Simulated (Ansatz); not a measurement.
Q: Name crystals whose computed values (plane-wave PAW PBE+D3(BJ) (Ansatz code)) fall in these windows: gap (eV) 1.1 to 1.4; highest Γ mode, no LO–TO term (cm⁻¹) 320 to 450.

A: 

```csv
crystal,gap (eV),"highest Γ mode, no LO–TO term (cm⁻¹)"
"PbO, P4/nmm (Pb on 2c, O on 2a)",1.27,395
"SnS2, CdI2 type",1.22,333
```
Others may fit too.

All cells were relaxed under the symmetry of their starts (and spin orders); stability against distortions was not tested throughout. Scalar-relativistic: spin–orbit coupling is off unless named, which matters more the heavier the elements.

Potentials: the later of the program's two PAW sets.
